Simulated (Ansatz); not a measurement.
NbN:
```xyz
4
Lattice="2.9056 0.0000 0.0000 -1.4528 2.5163 0.0000 0.0000 0.0000 5.8143" Properties=species:S:1:pos:R:3 pbc="T T T"
Nb     0.0000     0.0000     2.9072
Nb     0.0000     0.0000     0.0000
N      1.4528     0.8388     1.4536
N      0.0000     1.6776     4.3607
```

Relaxed with PBEsol.

### Question
Map the valence electron density (e/Å³), cut off at 3 on the plane through (0.000, 0.000, 0.500) spanned by u = [0, 0, 1] and v = [1, -1, 0] in lattice vectors, from the program Ansatz at the PBEsol level (PAW).

### Answer
x is the fraction of u, y of v (the angle between them is 90°; rows are the nearest grid lines); atoms in the plane: Nb at (0.00, 0.00), Nb at (0.50, 0.00), N at (0.75, 0.67), N at (0.25, 0.33).
```
|999951000138999999831000159999|
|999941000127999999721000149999|
|999731000014999999410000137999|
|997310000012599985211111113699|
|543100000001234432111111111245|
|111000000000011111123343211111|
|000000000000000001258999631100|
|000000000000000001269999842100|
|000000000000000001259999842100|
|000000000000000001247999631000|
|000000000000000001124565321000|
|000000111000000000112222110000|
|000011222211000000000111000000|
|000123565421100000000000000000|
|000136999742100000000000000000|
|001248999952100000000000000000|
|001248999962100000000000000000|
|001136999852100000000000000000|
|111112343321111110000000000111|
|542111111111234432100000001345|
|996311111112589995210000013799|
|999731000014999999410000137999|
|999941000127999999721000149999|
|999951000138999999831000159999|
```
Scale: ten equal steps from 0.094 (start of '0') to 3.00 (end of '9'), in the order '0123456789'; x runs from 0.000 to 1.00, y from 0.000 (bottom) to 1.00 (top).

The density is the valence pseudo-density with augmentation charge, so density and ELF within about 1 Å of a nucleus are not all-electron values.

Space group P6_3/mmc (NiAs type). The workflow started from a Materials Project entry (that database holds measured and hypothetical structures alike); the Crystallography Open Database files this formula in space group No. 194, but the cells were not matched. It is not the phase usual at ambient conditions (space group No. 225). The PBEsol relaxation kept the symmetry of its start; its stability against distortions is not shown here. The run is not spin-polarised.

Potentials: the later of the program's two PAW sets.
